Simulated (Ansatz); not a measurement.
# Notes on BaOs₂

```
Os Ba
1.0
     0.00000    4.66629    0.00000
     4.66629    0.00000    0.00000
     2.33314    2.33314   -7.20980
Os Ba
4 2
Direct
  0.41678 0.41678 0.16644
  0.16678 0.66678 0.66644
  0.33322 0.83322 0.33356
  0.58322 0.58322 0.83356
  0.00000 0.00000 0.00000
  0.75000 0.25000 0.50000
```

Method: r2SCAN, spin-orbit coupling; PAW, plane waves to 500 eV, 6×6×6 Γ-centred mesh, fermi-dirac occupations (width 0.1 eV) (Ansatz 0.2.0), atoms fixed.

The state carries no moments; the state need not be the lowest.

(1) How is the charge shared?

(2) Where is the largest force?

(3) What is the formation energy?

(4) Metal or insulator?

Origin: a known structure type with other elements, at an estimated volume, so it need not be a known compound.

Run time, from a saved density: 15 min on 2 threads of Arm Neoverse V2 (shared host), peak memory 2.8 GiB. The time holds forces, stress, Bader, DOS, bands, ELF.

## Answers

(1) Bader charges in e: Ba +1.26, Os -0.63. In the mean Ba gives up most and Os takes most.

(2) The largest is on Os1 (and as large on other atoms): 0.11 eV/Å, components (0.00, 0.00, 0.11). It makes 0° with the line to a nearest neighbour, Os4 at 2.40 Å, pointing towards it.

(3) 0.63 eV an atom against the elements' usual phases (free molecules for gases, crystals otherwise, with no correction for O₂ or N₂), so at this geometry it isn't bound against them. Relaxing would lower it.

(4) It is a metal, with about 5.2 states/eV a cell as the mean within 0.25 eV of the Fermi level, mostly Os d (75 %).
